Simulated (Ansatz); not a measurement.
The relaxed structure here is a generated cell of WS2: the first start was made by a random draw of sites in a space group, and the end was not matched to a known phase here, so it may be hypothetical. Known forms of WS2 include space group No. 194.

One stationary structure of WS2. Space group C2 (No. 5). Computed with PBE (plane waves to 420 eV, PAW, scalar-relativistic; Ansatz, a program for electronic structure).

```cif
data_S6W3
_chemical_formula_sum 'S6 W3'
_space_group_name_H-M_alt 'P 1'
_space_group_IT_number 1
_cell_length_a 5.16045
_cell_length_b 5.16045
_cell_length_c 8.07639
_cell_angle_alpha 109.063
_cell_angle_beta 109.063
_cell_angle_gamma 74.431
loop_
_space_group_symop_operation_xyz
  'x, y, z'
loop_
_atom_site_label
_atom_site_type_symbol
_atom_site_fract_x
_atom_site_fract_y
_atom_site_fract_z
_atom_site_occupancy
S1 S 0.30590 0.09015 0.78482 1
S2 S 0.90985 0.69410 0.21518 1
S3 S 0.32541 0.21452 0.37954 1
S4 S 0.78548 0.67459 0.62046 1
S5 S 0.25060 0.74940 0.00000 1
S6 S 0.73475 0.26525 0.50000 1
W1 W 0.75257 0.83834 0.93261 1
W2 W 0.16166 0.24743 0.06739 1
W3 W 0.61913 0.38087 0.00000 1
```

```yaml
volume_per_atom: 21.00 Å³
band_gap: zero (metallic)
shortest_distances: S–S 2.07 Å; S–W 2.30 Å; W–W 2.61 Å
k-mesh: 10×10×7
```

Band energies at high-symmetry points (eV from the Fermi level; labels of this space group; no spin-orbit coupling), from −5 eV up to 2.7 eV:

```tsv
point	energies
Γ	-4.75 -4.27 -4.13 -3.82 -3.58 -3.24 -3.24 -2.92 -2.44 -2.07 -1.98 -1.63 -1.06 -0.89 -0.53 -0.05 0.31 0.33 0.91 1.13 1.69 2.41 2.69
C	-4.97 -4.82 -4.47 -4.07 -3.66 -3.28 -2.96 -2.57 -2.50 -1.54 -1.44 -1.22 -1.03 -0.51 -0.37 -0.14 0.38 0.78 1.13 1.40 1.95 2.49
C2	-4.97 -4.82 -4.47 -4.07 -3.66 -3.28 -2.96 -2.57 -2.50 -1.54 -1.44 -1.22 -1.03 -0.51 -0.37 -0.14 0.38 0.78 1.13 1.40 1.95 2.49
Y2	-4.96 -4.86 -4.58 -4.08 -3.50 -3.19 -3.16 -2.61 -2.45 -1.52 -1.44 -1.26 -1.02 -0.53 -0.40 -0.08 0.52 0.80 1.10 1.64 1.95 2.40
M2	-4.77 -4.49 -4.16 -3.98 -3.54 -3.37 -3.21 -3.11 -2.67 -1.77 -1.51 -1.16 -0.88 -0.60 -0.28 0.01 0.70 0.73 1.11 1.53 1.97 2.19 2.66
D	-4.68 -4.44 -4.24 -4.11 -3.50 -3.44 -2.95 -2.67 -2.55 -1.77 -1.59 -1.27 -0.92 -0.55 -0.52 -0.02 0.41 0.50 0.86 1.24 1.93 2.49
D2	-4.68 -4.44 -4.24 -4.11 -3.50 -3.44 -2.95 -2.67 -2.55 -1.77 -1.59 -1.27 -0.92 -0.55 -0.52 -0.02 0.41 0.50 0.86 1.24 1.93 2.49
A	-4.39 -4.12 -3.93 -3.74 -3.09 -2.99 -2.87 -2.21 -2.15 -1.85 -1.42 -1.30 -0.96 -0.78 -0.03 0.03 0.30 0.97 1.04 1.67 2.02
```

The relaxed cell holds bonded S–S pairs (2.07 Å). No spin polarisation in the result.

The run could not lose the symmetry of its start, so the end can be a saddle point.
